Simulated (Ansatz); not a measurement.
Ti₂SiB₂:
```
CELL_PARAMETERS angstrom
      2.98761     0.00000     0.00000
     -1.49380     2.58734     0.00000
      0.00000     0.00000     7.18013
ATOMIC_POSITIONS crystal
  Ti 0.33333 0.66667 0.71780
  Ti 0.33333 0.66667 0.28220
  Si 0.00000 0.00000 0.00000
  B  0.00000 0.00000 0.50000
  B  0.66667 0.33333 0.50000
```

Relaxed with PBEsol. Special points in fractions of this cell's reciprocal vectors: Γ (0.000, 0.000, 0.000); M (0.500, 0.000, 0.000); K (0.333, 0.333, 0.000); A (0.000, 0.000, 0.500); L (0.500, 0.000, 0.500); H (0.333, 0.333, 0.500).

Problem. List the band energies nearest the Fermi level at these points for plane-wave PAW PBEsol (Ansatz code).

Solution. In eV from the Fermi level; about four levels below and three above (degenerate sets whole), none deeper than 8.9 eV; points with the same levels are listed once.

```json
[
 {"k": "Γ", "below": "-2.12 -2.04 -1.88 -1.88", "above": "0.62 0.62 0.79 0.79"},
 {"k": "M", "below": "-3.32 -3.00 -1.75 -1.52", "above": "1.55 1.78 1.81"},
 {"k": "K", "below": "-2.67 -2.41 -1.70 -0.22", "above": "1.66 1.68 2.07"},
 {"k": "A", "below": "-4.18 -1.87 -1.87 -0.70", "above": "0.70 0.70 0.75 0.75"},
 {"k": "L", "below": "-2.92 -2.45 -2.33 -1.26", "above": "0.78 1.51 2.95"},
 {"k": "H", "below": "-2.42 -2.40 -2.14 -0.48", "above": "2.03 2.60 2.68"}
]
```

Space group P-6m2. The start of the workflow was typed in or built on a structure type; neither database checked (COD, Materials Project) lists it. Its standing as an ambient phase is unchecked. Symmetry was held in the PBEsol relaxation; whether a distortion lowers the energy is not shown. The run is not spin-polarised.

Potentials: the earlier of the program's two PAW sets. The files were generated under PBE; for other functionals the program regenerates the frozen cores, and for LDA and PBEsol the local potential too.
